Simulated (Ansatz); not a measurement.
**Computed properties of GaIr**

GaIr:
```cif
data_GaIr
_chemical_formula_sum 'Ga1 Ir1'
_space_group_name_H-M_alt 'P 1'
_space_group_IT_number 1
_cell_length_a 3.02624
_cell_length_b 3.02624
_cell_length_c 3.02624
_cell_angle_alpha 90.000
_cell_angle_beta 90.000
_cell_angle_gamma 90.000
loop_
_space_group_symop_operation_xyz
  'x, y, z'
loop_
_atom_site_label
_atom_site_type_symbol
_atom_site_fract_x
_atom_site_fract_y
_atom_site_fract_z
_atom_site_occupancy
Ga1 Ga 0.00000 0.00000 0.00000 1
Ir1 Ir 0.50000 0.50000 0.50000 1
```

Space group Pm-3m (No. 221), CsCl type; conventional cell a = 3.026 Å, b = 3.026 Å, c = 3.026 Å, α = 90.00°, β = 90.00°, γ = 90.00°.

Method: r²SCAN in the plane-wave PAW code Ansatz. Structure relaxed to zero pressure with the same functional. Other levels are named where they apply.

### Cell and energy

```json
{
 "volume_per_atom": "13.86 Å³",
 "density": "15.69 g/cm³",
 "Formation energy from the elements (no fitted shifts)": "-0.43 eV/atom"
}
```

### Electronic structure

```json
{
 "electronic_character": "metallic (no gap)",
 "Density of states at the Fermi level": "0.23 states/eV per atom (mean over ±0.08 eV)"
}
```

The first step of the workflow began from a Materials Project structure, measured or hypothetical; the Crystallography Open Database files this formula in space group No. 221, but the cells were not matched. Its standing as an ambient phase is unchecked. The cell was relaxed with r²SCAN under the symmetry of its start; whether a distortion lowers the energy is not shown. No spin polarisation was allowed. The references are the lowest solids computed at this level, not always the standard phases. Spin–orbit coupling is left out wherever it is not named.

Potentials: the later of the program's two PAW sets.
